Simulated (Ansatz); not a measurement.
**LuPd under strong compression**

```
CELL_PARAMETERS angstrom
3.41500 0.00000 0.00000
0.00000 3.41500 0.00000
0.00000 0.00000 3.41500
ATOMIC_POSITIONS crystal
Lu 0.00000 0.00000 0.00000
Pd 0.50000 0.50000 0.50000
```

The base volume is that of a database entry, with shape and atoms relaxed on PAW files at held volume, so it needn't be at zero pressure; the structure needn't be the stable phase, at rest or compressed.

Its volume is scaled, and at each volume shape and atoms are relaxed on PAW files; all methods then take that cell.

Level of theory: DFT with LDA, scalar-relativistic, in Ansatz 0.2.0; a Γ-centred 11×11×11 k mesh, Fermi–Dirac smearing of 0.05 eV, no spin polarisation. LAPW: all electrons, basis error target 1 meV/atom; PAW: frozen-core files, cutoff 420 eV.

Energies are extrapolated to zero smearing and count from the unscaled cell; pressure is positive in compression; gaps take the mesh and a band path. No temperature or zero-point motion is included.

Spin–orbit coupling is left out, which matters for the heavy atoms. The PAW files were made under PBE.

```
V/V0  V (Å³/atom)  P LAPW (GPa)  ΔE LAPW (eV/atom)  P PAW − LAPW (GPa)  ΔE PAW − LAPW (meV/atom)  space group  shortest distance (Å)
1.00        19.91         -6.42              0.000                0.00                       0.0        Pm-3m                  2.957
0.90        17.92             ?             -0.008               -0.01                       0.0        Pm-3m                  2.855
0.75        14.93             ?              0.423               -0.05                      -0.5        Pm-3m                  2.687
0.70        13.94          68.7              0.772               -0.08                      -0.9        Pm-3m                  2.626
```

Give the missing entry: row "0.90", column "P LAPW (GPa)".

6.40.

What belongs in the row "0.75", column "P LAPW (GPa)"?

45.3.

From the table, what is the rise of the enthalpy H = E + pV up to the last row, and how stiff is the crystal between the last two rows?

ΔH = 0.772 eV + (68.7 GPa × 13.94 Å³ + 6.42 GPa × 19.91 Å³) × 0.006242 eV/(GPa·Å³) = 7.55 eV/atom, of which pV makes 90 %. The mean bulk modulus there is −ΔP/Δln V = 339 GPa.

How do the Löwdin populations by LAPW change from the unscaled cell to the last row?

Lu 5s 1.97 → 1.93, Lu 6s 1.05 → 0.89, Lu 5d 2.46 → 2.99, Pd 4d 9.25 → 9.12 electrons an atom. These are projections on the shells that the free atoms fill; 0.32 e a cell lies outside them at the start and 0.17 e at the end.
